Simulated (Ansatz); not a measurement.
## Stress against strain in LaAs

```xyz
2
Lattice="0.0000 3.0625 3.0625 3.0625 0.0000 3.0625 3.0625 3.0625 0.0000" Properties=species:S:1:pos:R:3 pbc="T T T"
La    0.0000    0.0000    0.0000
As    3.0625    3.0625    3.0625
```

Atoms are numbered in the order listed.

The cell is COD entry 9008656, as deposited and not checked against the literature; nothing was relaxed.

No spin–orbit coupling, which matters for the heavy atoms here.

Theory: DFT, PBEsol, all-electron LAPW, scalar-relativistic (Ansatz 0.2.0).

Settings: a Γ-centred 12×12×12 k mesh, Fermi–Dirac smearing of 0.05 eV, basis error target 1 meV/atom, no spin polarisation.

The strain is applied along the Cartesian axes of the cell as listed (the other components stay zero). Fractional coordinates are held (clamped ions).

σ is the change of stress from the unstrained cell, which is at -0.49 GPa; tension is positive, so slopes are stress–strain coefficients at that pressure. In a metal the k mesh adds noise.

Only quantities that a quadratic follows smoothly over the whole series are listed; rougher ones are left out.

```
εxx = εyy  σzz (GPa)  σxx (GPa)
  -0.0200      -0.89      -4.21
  -0.0100      -0.44      -1.98
   0.0000       0.00       0.00
   0.0200       0.87       3.25
```

Q: Fit the series and read off the stiffness at zero strain.

A: Least-squares fits y = p0 + p1 x + p2 x² to the rows give σzz (GPa): p1 = 44, p2 = -27; σxx (GPa): p1 = 186, p2 = -1200. So 2 C12 = 44 GPa and C11 + C12 = 186 GPa.

Q: One run, at εxx = εyy = 0.0100, is withheld. Predict its row.

A: The fits give 0.44, 1.75; the run gave 0.44, 1.73.
